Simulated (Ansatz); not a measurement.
Notes on a calculation: MoSe in the zincblende structure

The computed numbers are results of r²SCAN, scalar-relativistic (collinear spin) in the plane-wave PAW code Ansatz at 500 eV, 10×10×10 k-mesh, Gaussian smearing of 0.05 eV. The datasets are Ansatz's generated set soft_2.

The structure was built from a prototype; whether the compound forms in it isn't claimed.

Starting cell:

```
Mo Se
1.0
     0.00000    2.89807    2.89807
     2.89807    0.00000    2.89807
     2.89807    2.89807    0.00000
Mo Se
1 1
Direct
  0.00000 0.00000 0.00000
  0.25000 0.25000 0.25000
```

Starting moments (μB, in the order of the atoms): 3.0, 0.0.

The first steps of the search for zero pressure:

```tsv
run	level	k-mesh	kind	V (Å³/atom)	P (GPa)	gap on the mesh (eV)	largest moment (μB)
1	PBE, 420 eV	6×6×6	fixed cell	24.34	-5.1	metal	0.99
2	PBE, 420 eV	6×6×6	fixed cell	23.52	-2.1	metal	0.97
```

(1) At which volume does r²SCAN reach zero pressure?

Answer:

(1) 22.70 Å³/atom, about 6.7 % under the start.

The steps that followed:

```tsv
run	level	k-mesh	kind	V (Å³/atom)	P (GPa)	E − E(final) (meV/atom)	gap on the mesh (eV)	largest moment (μB)
3	PBE, 420 eV	6×6×6	fixed cell	23.00	-0.8	–	metal	0.74
4	PBE, 420 eV	6×6×6	fixed cell	22.73	0.3	–	metal	0.70
5	r²SCAN	10×10×10	fixed cell	22.73	-0.1	0.0	metal	0.93
6	r²SCAN	10×10×10	fixed cell	22.64	0.3	0.1	metal	0.93
7	r²SCAN	10×10×10	fixed cell	22.70	0.0	0.0	metal	0.93
```

The cell is relaxed to zero pressure at this level.

The final structure (symmetry read at 0.01 Å). The structure is cubic, space group F-43m (No. 216). The conventional cell has a = 5.663 Å, b = 5.663 Å, c = 5.663 Å, α = 90.00°, β = 90.00°, γ = 90.00°. Around Mo (site symmetry -43m) lie 4 Se at 2.45 Å. Se (site symmetry -43m) has 4 Mo at 2.45 Å as nearest neighbours. (Shells end 15 % past the nearest neighbour.)

Among 5 magnetic starts the lowest energy, to 0.5 meV/atom, came from: ferromagnetic; small parallel starting moments. The next state (antiferromagnetic, doubled cell, propagation vector (0, 1/2, 1/2)) lies 7.7 meV/atom higher. At the final geometry the gap, band path included, is zero (metallic) and the site spin moments are Mo 0.93 μB. The equation of state gives B0 = 106 GPa and B0′ = 5.3. Against the elements' standard states, run alike and uncorrected, the formation energy is 0.36 eV/atom, so this structure is unstable against them at this level. The runs in the table took roughly 1.8 core-minutes.

The run wasn't fully tested for a lower electronic state. Site moments are of spin, integrated over atomic spheres.
